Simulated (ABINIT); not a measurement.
**Ge2Sb2Te5: changing the functional**

```
Te Sb Ge
1.0
     6.83914   -3.06601    0.00000
     6.83914    3.06601    0.00000
    -6.83098    0.00000    6.84761
Te Sb Ge
5 2 2
Direct
  0.59470 0.59470 0.38643
  0.79529 0.79529 0.19611
  0.00832 0.00832 0.00643
  0.20652 0.20652 0.80980
  0.39996 0.39996 0.59712
  0.90171 0.90171 0.58787
  0.11187 0.11187 0.41735
  0.28429 0.28429 0.18783
  0.49734 0.49734 0.01104
```

The cell comes from a database or a generator and needn't be the stable form of this composition.

Kept alike: task band structure; k mesh 3 × 3 × 2; occupations fermi-dirac, width 0.05 eV; no spin polarisation. Program: ABINIT, potentials by row: JTH PAW LDA v2.0 (LDA); JTH PAW PBE v2.0 (PBE, PBEsol), cutoff 599 eV. The mesh is that of the run's cell of 9 atoms. No spin-orbit coupling.

| functional | band gap (eV) | pressure (GPa) |
| --- | --- | --- |
| LDA | 0.439 | -3.43 |
| PBE | 0.455 | -0.01 |
| PBEsol | 0.435 | -2.34 |

The k mesh is coarse, so the values aren't converged. Pressure is positive in compression; the values hold the error of the finite cutoff, so their zero can differ a little from the energy's minimum. Spin-orbit coupling, left out here, moves the band edges of heavy atoms and can close or invert small gaps. Gaps are the smaller of the mesh's and the band path's. Potentials were made for LDA (LDA); PBE (PBE, PBEsol).

The band gap runs from 0.435 (PBEsol) to 0.455 eV (PBE). From PBE: LDA -0.016; PBEsol -0.020. The pressure runs from -3.43 (LDA) to -0.01 GPa (PBE). From PBE: LDA -3.42; PBEsol -2.33.
